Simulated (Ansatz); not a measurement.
# Property card for BaTiO₃

BaTiO$_{3}$:
```yaml
crystal:
  lattice:
    - [2.84007, 1.63971, 2.33145]
    - [-2.84007, 1.63971, 2.33145]
    - [0.00000, -3.27943, 2.33145]
  atoms:
    - { symbol: Ba, position: [0.00127, 0.00127, 0.00127] }
    - { symbol: Ti, position: [0.51474, 0.51474, 0.51474] }
    - { symbol: O, position: [0.48823, 0.97862, 0.48823] }
    - { symbol: O, position: [0.48823, 0.48823, 0.97862] }
    - { symbol: O, position: [0.97862, 0.48823, 0.48823] }
```

Space group R3m (No. 160); conventional cell a = b = 5.6801 Å, c = 6.9943 Å, α = β = 90.00°, γ = 120.00°.

Method: DFT-r²SCAN in the program Ansatz with PAW potentials. Geometry: relaxed at this level of theory. Other levels are named where they apply.

Cell and energy:

```yaml
volume_per_atom: 13.03 Å³
density: 5.94 g/cm³
Formation energy from the elements (no fitted shifts): -3.38 eV/atom
```

Electronic structure:

```yaml
band_gap: 2.87 eV (indirect)
valence_band_maximum: at T
conduction_band_minimum: off the standard path, at k = (-0.057, 0.010, 0.010) in fractions of the reciprocal vectors
smallest_direct_gap_on_the_standard_path: 3.25 eV
electron_effective_mass: 0.93, 1.4, 4.2 mₑ (principal values)
Electron effective mass with spin–orbit coupling: 0.99, 1.8, 1.8 mₑ (principal values)
hole_effective_mass: 1.3, 1.3, 2.3 mₑ (principal values)
HSE06 gap on the r²SCAN cell: 3.96 eV
Gap with spin–orbit coupling: 2.86 eV
```

Mechanics:

```yaml
Bulk modulus (Birch–Murnaghan fit): 116 GPa
Pressure derivative B′: 7.3
```

Charges:

```yaml
bader_charges: Ba +1.58, Ti +2.29, O -1.29 e
```

This is a known low-temperature phase of the composition, computed here at zero pressure and temperature. Symmetry was held in the r²SCAN relaxation; its stability against distortions is not shown here. No spin polarisation was allowed. The references are the lowest solids computed at this level, not always the standard phases (solids in place of the gases). Scalar-relativistic: spin–orbit coupling is off unless named, which matters more the heavier the elements.

Potentials: the later of the program's two PAW sets.
